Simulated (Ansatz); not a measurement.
BiTe₃O (P4/mmm)

Theory: DFT PBE, scalar-relativistic, plane waves, PAW (Ansatz).

Settings: cutoff 420 eV, Γ-centred mesh 12×12×4 on the computed 5-atom cell, Gaussian smearing of 0.10 eV; no spin polarisation.

The structure is relaxed at this level of theory with its symmetry kept, and needn't be the ground state of this composition.

```
Bi Te O
1.0
     3.25632    0.00000    0.00000
     0.00000    3.25632    0.00000
     0.00000    0.00000   13.72501
Bi Te O
1 3 1
Direct
  0.00000 0.00000 0.50000
  0.00000 0.00000 0.26998
  0.00000 0.00000 0.73002
  0.50000 0.50000 0.00000
  0.00000 0.00000 0.00000
```

| Quantity | Value |
| --- | --- |
| Space group | P4/mmm (No. 123) |
| Volume per atom | 29.11 Å³ |
| Formation energy from the elements' standard states (uncorrected) | +0.001 eV/atom |
| Kohn–Sham band gap | none (metal) |
| Density of states at the Fermi level | 3.4 states/eV per cell |
| Orbital (Löwdin) character within 0.5 eV of the Fermi level | Te 5p 72 %, Bi 6p 13 %, O 2p 8 % |
| Bader charge by site (e) | Bi (1 in the cell) 0.25, Te (2 in the cell) -0.10, Te (1 in the cell) 1.04, O (1 in the cell) -1.09 |

Spin-orbit coupling is left out, which matters for the bands of heavy elements. The cell holds layers, chains or molecules and no dispersion correction was added, so their binding is poorly described.

The cell was found from a structure generator's guess, not taken from experiment. Löwdin shares on free-atom orbitals overweight diffuse shells.
